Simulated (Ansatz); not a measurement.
All numbers below come from Ansatz, DFT PBE, scalar-relativistic, plane waves, PAW. The final run on the 9-atom cell used 420 eV, a Γ-centred 10×10×10 mesh, 0.10 eV smearing and no spin polarisation.

The zero of energy is the elements' standard structures at the same level; no fitted shifts are applied.

Problem. Propose a candidate for an orthorhombic metal made of Ge, Mo and Ti, with a formation energy near −0.25 eV/atom and about 16 Å³ per atom, in a cell of 9 atoms. Its symmetry should be Fmmm (No. 69).

Solution. Ti₂Ge₆Mo, space group Fmmm (No. 69). Ti is surrounded by 10 Ge at 2.74–2.87 Å, 2 Ti at 3.30 Å and 2 Mo at 3.39 Å; around Ge on a site of symmetry m lie 1 Mo at 2.72 Å, 4 Ti at 2.74–2.87 Å, 5 Ge at 2.75–2.87 Å and 4 Ge at 3.34–3.41 Å; Ge on a site of symmetry m2m is surrounded by 3 Mo at 2.74–2.87 Å, 5 Ge at 2.75–2.80 Å, 2 Ti at 2.79 Å and 4 Ge at 3.34 Å; Mo has 10 Ge at 2.72–2.87 Å and 4 Ti at 3.39 Å.

```cif
data_structure
_symmetry_space_group_name_H-M 'Fmmm'
_symmetry_Int_Tables_number 69
_cell_length_a 4.7434
_cell_length_b 8.4848
_cell_length_c 14.2845
_cell_angle_alpha 90.000
_cell_angle_beta 90.000
_cell_angle_gamma 90.000
_cell_volume 574.91
loop_
_atom_site_label
_atom_site_type_symbol
_atom_site_symmetry_multiplicity
_atom_site_Wyckoff_symbol
_atom_site_fract_x
_atom_site_fract_y
_atom_site_fract_z
_atom_site_occupancy
Ti1 Ti 8 i 0.00000 0.00000 0.66969 1
Ge1 Ge 16 m 0.50000 0.83770 0.66418 1
Ge2 Ge 8 h 0.50000 0.83787 0.00000 1
Mo1 Mo 4 a 0.00000 0.00000 0.00000 1
```

* Volume per atom: 15.97 Å³
* Density: 7.25 g/cm³
* Energy over the elements: −0.25 eV/atom
* Gap on the 10×10×10 mesh of the 9-atom cell: 0 eV (a metal)

It was reached by relaxing an invented guess, and it needn't be the stable form of this composition. The answer needn't be unique; the calculation gave this one.

A later test with randomly moved atoms came back to the same energy, though modes that don't fit the test's cell weren't probed.
